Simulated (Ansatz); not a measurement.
**Structures of NaPt₂: which is lowest?**

Plane-wave DFT in Ansatz with scalar-relativistic PAW potentials, cutoff 500 eV, Γ-centred meshes chosen by cell and gap, Gaussian smearing with energies taken to zero width. Every cell was relaxed (cell and atoms) in a run of its own, within the symmetry of its start. Functional: r2SCAN.

Relaxed structures (starts from databases or built by putting these elements on another compound's sites):
A. Fd-3m, 6 atoms in the computed cell, a = 7.508 Å; sites (symmetry × multiplicity) Na -43m × 8, Pt .-3m × 16; start: database
B. P6/mmm, 3 atoms in the computed cell, a = 4.257 Å, c = 4.125 Å; sites (symmetry × multiplicity) Na 6/mmm × 1, Pt -6m2 × 2; start: built

Rank them by energy. Could pressure change the order?

| structure | group | E − E(lowest) (meV/atom) | V (Å³/atom) | gap on mesh (eV) |
| --- | --- | --- | --- | --- |
| A | Fd-3m | 0.0 | 17.64 | 0.00 |
| B | P6/mmm | 575 | 21.58 | 0.00 |

A is lowest, 575 meV/atom under B. The lowest is also the densest of these, so pressure wouldn't bring one of the others in at first order. Other structures may lie lower than all of these, and vibrations aren't counted.

Spin-orbit coupling is left out, which matters for the bands of heavy elements.